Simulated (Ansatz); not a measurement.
Here is an unrelaxed guess for GdTePd₂.

```
Gd Te Pd
1.0
     3.53019    0.00000    0.00000
    -1.76509    3.05723    0.00000
     0.00000    0.00000   13.76844
Gd Te Pd
2 2 4
Direct
  0.33333 0.66667 0.75000
  0.66667 0.33333 0.25000
  0.00000 0.00000 0.00000
  0.00000 0.00000 0.50000
  0.33333 0.66667 0.41880
  0.33333 0.66667 0.08120
  0.66667 0.33333 0.58120
  0.66667 0.33333 0.91880
```

Computed with DFT PBE, scalar-relativistic, plane waves, PAW in Ansatz 0.2.0. Cutoff 420 eV; k points 6×6×2 on the computed 8-atom cell (Γ-centred); Gaussian smearing, width 0.10 eV; collinear spin from starting moments 7.0 7.0 0.0 0.0 0.0 0.0 0.0 0.0 μB.

Energies over the elements count from the elements' standard structures at the same level, with no fitted energy shifts.

Problem. What does a single point on this coarse mesh give?

Solution. The pressure is 55.4 GPa (the mean over three directions, positive in compression), the largest force is 6.43 eV/Å, and the energy is +0.84 eV/atom against the elements. The shortest distance is 2.32 Å.

Problem. How much does it gain on relaxing, and where does it end?

Solution. Relaxing gains about 1.7 eV/atom (the start's value is from the coarse mesh, so the gain is rough) in 21 ionic steps and ends at −0.85 eV/atom on the finer mesh. The symmetry stays P6_3/mmc (No. 194). The volume per atom grows by 14.3 %, from 18.6 to 21.2 Å³. The shortest distance goes from 2.32 Å (Te–Pd) to 2.81 Å (Te–Pd). The ratio c/a of the conventional cell changes by a factor of 0.50. Conventional cell: a = 4.638 Å, c = 9.120 Å. Gd has 8 Pd at 3.04–3.13 Å and 6 Te at 3.52 Å; Te has 6 Pd at 2.81 Å and 6 Gd at 3.52 Å; around Pd lie 3 Te at 2.81 Å, 1 Pd at 2.87 Å, 4 Gd at 3.04–3.13 Å and 3 Pd at 3.17 Å.

The last run used collinear spin, a 12×12×4 mesh (in the run's order of axes) for its 8-atom cell and Gaussian smearing of 0.10 eV. Spin–orbit coupling, which can matter for Te, is left out. The reference form of Te is held partly by dispersion forces, which this level lacks. The 4f shell of Gd is treated without a Hubbard U, which places its levels poorly. Another magnetic order may lie lower. The relaxation can't lower the symmetry of the start. Symmetry constrained the relaxation, so the result can be a saddle point.
